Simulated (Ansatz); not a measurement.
TiB2:
```yaml
crystal:
  lattice:
    - [3.03182, 0.00000, 0.00000]
    - [-1.51591, 2.62564, 0.00000]
    - [0.00000, 0.00000, 3.22473]
  atoms:
    - { symbol: Ti, position: [0.00000, 0.00000, 0.00000] }
    - { symbol: B, position: [0.33333, 0.66667, 0.50000] }
    - { symbol: B, position: [0.66667, 0.33333, 0.50000] }
```

Relaxed with PBE. Special points in fractions of this cell's reciprocal vectors: Γ (0.000, 0.000, 0.000); M (0.500, 0.000, 0.000); K (0.333, 0.333, 0.000); A (0.000, 0.000, 0.500); L (0.500, 0.000, 0.500); H (0.333, 0.333, 0.500).

Q: List the band energies nearest the Fermi level at these points for DFT-PBE in the program Ansatz with PAW potentials.

A: In eV from the Fermi level; about four levels below and three above (degenerate sets whole), none deeper than 8.9 eV; points with the same levels are listed once.

```tsv
k	below	above
Γ	-2.64 -2.64 -2.33 -2.13	1.87 1.87 3.64 3.64
M	-3.30 -3.23 -2.29	1.32 2.72 3.19
K	-8.35 -8.35 -7.37 -1.88 -1.88	1.35 1.35 1.96
A	-0.59 -0.59 -0.21 -0.21	0.41 0.41 1.64
L	-7.57 -4.67 -3.85 -3.17	2.47 2.90 4.45
H	-8.59 -8.59 -5.74 -3.19 -3.19	2.50 4.22 4.22
```

Space group P6/mmm. The cell was relaxed with PBE under the symmetry of its start. No spin polarisation was allowed.

Potentials: the later of the program's two PAW sets.
